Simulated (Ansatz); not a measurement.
Relaxed-ion elastic tensor of Ba (bcc (W type), Im-3m) in GPa (Voigt order), DFT-PBE in the program Ansatz with PAW potentials; density 3.61 g/cm³, 63.25 Å³ per atom.

```
11.6   7.2   7.2   0.0   0.0   0.0
 7.2  11.6   7.2   0.0   0.0   0.0
 7.2   7.2  11.6   0.0   0.0   0.0
 0.0   0.0   0.0  10.2   0.0   0.0
 0.0   0.0   0.0   0.0  10.2   0.0
 0.0   0.0   0.0   0.0   0.0  10.2
```

Is the crystal mechanically stable?

Yes: the smallest eigenvalue of C is 4.4 GPa.

Work out the Voigt, Reuss and Hill averages.

K_V = 8.7, K_R = 8.7, K_H = 8.7; G_V = 7.0, G_R = 4.2, G_H = 5.6 GPa.

Give Young's modulus, Poisson's ratio, Pugh's ratio and the universal anisotropy index.

E = 9KG/(3K + G) = 13.8 GPa; ν = 0.23; K/G = 1.55 (brittle by the Pugh limit of 1.75); A_U = 5G_V/G_R + K_V/K_R − 6 = 3.43.

Estimate the sound speeds and the Debye temperature.

v_l = √((K + 4G/3)/ρ) = 2120 m/s, v_t = √(G/ρ) = 1250 m/s, mean 1380 m/s; Θ = (h/k)(3n/4πV)^(1/3) v_m = 103 K.

Give the Zener ratio and Young's modulus along [100], [110] and [111].

A = 2C44/(C11 − C12) = 4.64; 1/E = S11 − 2(S11 − S12 − S44/2)Γ with Γ = 0, 1/4, 1/3 gives 6.1, 13.3, 22.0 GPa.

The cell was relaxed with PBE under the symmetry of its start. As this level gives no gap, shear constants depend on the k-mesh and smearing (Fermi–Dirac, 0.1 eV here). Scalar-relativistic: spin–orbit coupling is off unless named, which matters more the heavier the elements.

Potentials: the later of the program's two PAW sets.
